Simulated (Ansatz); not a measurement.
# Fields on a plane of ZnCu2SnSe4 (kesterite type, space group I-4)

```yaml
crystal:
  lattice:
    - [-2.84950, 2.84950, 5.69111]
    - [2.84950, -2.84950, 5.69111]
    - [2.84950, 2.84950, -5.69111]
  atoms:
    - { symbol: Cu, position: [0.00000, 0.00000, 0.00000] }
    - { symbol: Cu, position: [0.75000, 0.25000, 0.50000] }
    - { symbol: Zn, position: [0.25000, 0.75000, 0.50000] }
    - { symbol: Sn, position: [0.50000, 0.50000, 0.00000] }
    - { symbol: Se, position: [0.63693, 0.62915, 0.52589] }
    - { symbol: Se, position: [0.10325, 0.11103, 0.47411] }
    - { symbol: Se, position: [0.37085, 0.89675, 0.00778] }
    - { symbol: Se, position: [0.88897, 0.36307, 0.99222] }
```

The slice is a (001) plane (indices of the conventional cell) through the point (0.371, 0.897, 0.008) (fractional), spanned by u = [101] and v = [011] in vectors of this cell: u (5.70 Å) and v (5.70 Å, at 90° to u). It covers one period; positions are fractions (u, v).

Atoms on it: Se at (0.00, 0.00); Se at (0.52, 0.47).

The numbers are results of r2SCAN (plane waves to 500 eV, PAW, scalar-relativistic; Ansatz, a program for electronic structure), not measurements. k mesh 8×8×8. Near the nuclei the fields are pseudised (PAW); where an atom keeps semicore shells as valence, they peak there. The PAW data are Ansatz's earlier set. ZnCu2SnSe4 is run without spin polarisation. ZnCu2SnSe4 was relaxed with its symmetry unable to fall.

```
|xxx#@@%*-.         .-*%@@%xx|
|xx*%@%#+-.         .-*%@@@#x|
|##%%%%#+-.         .:+#@@@@%|
|@%%%%#*=:..        ..-*%@@@@|
|@%%%#*=-:.....     ..:=*%@@@|
|%%##*=-::::::::::.....:=*#%%|
|**++=-:::::--====-::...:-+**|
|==--:::::-==+****+=-:...:--=|
|::::.:::-=+*##%%%%#+-:.....:|
|  ....::=+#%%%%@@@%#+-:..   |
|     .:-+*%%%%%@@@@@#=:.    |
|     .:=*#%%%%##%@@@%*-.    |
|     .:=*%@%#+xxx%@@@#=:    |
|     .:+#%@%*xxxx#@@@#+:    |
|     .:+#%@%*xxxx*@@@#+:    |
|     .:=#@@@#xxxx#@@%#=:    |
|     .:=*%@@@#xx*%@@%*-.    |
|     ..-+#@@@@%%@@@%#+:.    |
|.......:-*%@@@@@@@@#+-... ..|
|--::....:-*%@@@@@%#+-:....::|
|*++-:....:-+#%%%#*+-:...:-=+|
|%%#*=-:...:-=++++=::...:=*#%|
|@@@%#+-:....:::::.....:=#%@@|
|@@@@@#=:.........  ..:=#%@@@|
|%%@@@%*=:..        ..-*%@@@%|
|xx%@@@%+-.         .:+#@@@#x|
|xxx%@@%*-.         .-*%@@%xx|
|xxx#@@%*-.         .-*%@@%xx|
```
Scale: ten equal steps from 0.01 (start of ' ') to 0.81 (end of '@'), in the order ' .:-=+*#%@'. Values: electron localisation function (ELF). The map has 28 points along u (one character each, u = 0 at the left) and 28 along v (v = 0 in the bottom row). Points within 0.5 Å of a nucleus are blanked (x), as the pseudised field means little there.

```
|xxxxx0478889999999998750xxxx|
|xxxxx0577888899999998750xxxx|
|xxxx025677788899999887630xxx|
|xxx01456677788889888877520xx|
|0002455566677888888877765300|
|4445555555677888888777666654|
|7666655555667788887776677777|
|8777655555666666777766677788|
|8877665555554434456667777888|
|8887766655431000014567778888|
|888877666530xxxxxx0467788889|
|99888777640xxxxxxxx057888999|
|9998888763xxxxxxxxxx36889999|
|9999988762xxxxxxxxxx26899999|
|9999998861xxxxxxxxxx16899999|
|9999999862xxxxxxxxxx26899999|
|99999998740xxxxxxxx037899999|
|99999988751xxxxxxxx057899999|
|999998887640xxxxxx0467899999|
|9999888877652000024678888999|
|7888888777776555567788888887|
|4566777788888888888888877655|
|0013577888899999999888775300|
|xxx02578889999999999887520xx|
|xxxx036889999999999988630xxx|
|xxxxx0578999999999999750xxxx|
|xxxxx0478999999999999740xxxx|
|xxxxx0478999999999998740xxxx|
```
Scale: ten equal steps from -2.00 (start of '0') to 6.69 (end of '9'), in the order '0123456789'. Values: electrostatic potential energy of an electron, from the cell's mean, in eV. The map has 28 points along u (one character each, u = 0 at the left) and 28 along v (v = 0 in the bottom row). Points within 1 Å of a nucleus are blanked (x), as the pseudised field means little there. Values under -2 eV are set to -2. The zero, the cell's mean, hangs on the PAW cores.
